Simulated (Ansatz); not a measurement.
A geometry of AlNi away from equilibrium: step 4 of the relaxation of a randomly generated symmetric cell of AlNi (space group No. 18). Computed with PBEsol (plane waves to 420 eV, PAW, scalar-relativistic; Ansatz, a quantum-chemistry and plane-wave program). Γ-centred k-mesh 6×6×8 on the run's cell (coarser than for final values), Fermi–Dirac smearing 0.05 eV. The plane waves were selected for a different cell earlier on the path.

```
CELL_PARAMETERS angstrom
      5.15688     0.00000     0.00000
      0.00000     5.22576     0.00000
      0.00000     0.00000     3.82443
ATOMIC_POSITIONS crystal
  Al 0.50000 0.00000 0.37812
  Al 0.00000 0.50000 0.62188
  Al 0.00000 0.00000 0.42735
  Al 0.50000 0.50000 0.57265
  Ni 0.74863 0.66775 0.07913
  Ni 0.25137 0.33225 0.07913
  Ni 0.24863 0.83225 0.92087
  Ni 0.75137 0.16775 0.92087
```
Spin-polarised start, with parallel moments on Ni.

Give the Cartesian forces on all atoms (eV/Å).


```
atom     Fx     Fy     Fz
----  -----  -----  -----
Al1    0.00   0.00   1.37
Al2    0.00   0.00  -1.37
Al3    0.00   0.00   0.06
Al4    0.00   0.00  -0.06
Ni5   -0.02   0.39   0.24
Ni6    0.02  -0.39   0.24
Ni7   -0.02  -0.39  -0.24
Ni8    0.02   0.39  -0.24
```

The path ends in Pm-3m (No. 221) (CsCl type). No spin polarisation in the result: the starting moments vanished. A magnetic state may lie lower.

The run could not lose the symmetry of its start.
